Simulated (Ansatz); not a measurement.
Relaxed-ion elastic tensor of La2O3 (La2O3 or Ni2Al3 type, P-3m1) in GPa (Voigt order), LDA in the plane-wave PAW code Ansatz; density 6.96 g/cm³, 15.54 Å³ per atom.

```csv
,1,2,3,4,5,6
1,233,141,94.3,27.8,0.0,0.0
2,141,233,94.3,-27.8,0.0,0.0
3,94.3,94.3,138,0.0,0.0,0.0
4,27.8,-27.8,0.0,70.1,0.0,0.0
5,0.0,0.0,0.0,0.0,70.1,27.8
6,0.0,0.0,0.0,0.0,27.8,45.8
```

Is the crystal mechanically stable?

Yes: the smallest eigenvalue of C is 27.6 GPa.

Work out the Voigt, Reuss and Hill averages.

K_V = 140, K_R = 124, K_H = 132; G_V = 55.5, G_R = 41.7, G_H = 48.6 GPa.

Give Young's modulus, Poisson's ratio, Pugh's ratio and the universal anisotropy index.

E = 9KG/(3K + G) = 130 GPa; ν = 0.34; K/G = 2.72 (ductile by the Pugh limit of 1.75); A_U = 5G_V/G_R + K_V/K_R − 6 = 1.78.

Estimate the sound speeds and the Debye temperature.

v_l = √((K + 4G/3)/ρ) = 5320 m/s, v_t = √(G/ρ) = 2640 m/s, mean 2960 m/s; Θ = (h/k)(3n/4πV)^(1/3) v_m = 354 K.

Solve the Christoffel equation for the three sound speeds along x, y, z.

Eigenvalues of C_ijkl n_j n_l equal ρv². In km/s, slowest first: x 1.99, 3.56, 5.78; y 2.57, 3.07, 5.84; z 3.17, 3.17, 4.46.

How much does each axis shrink under pressure?

Linear compressibilities β_i = Σ_j S_ij (j = 1 to 3): x 1.3, y 1.3, z 5.5 per TPa.

The cell was relaxed with LDA under the symmetry of its start; phonons on a q-mesh show no instability. Scalar-relativistic: spin–orbit coupling is off unless named, which matters more the heavier the elements.

Potentials: the earlier of the program's two PAW sets.
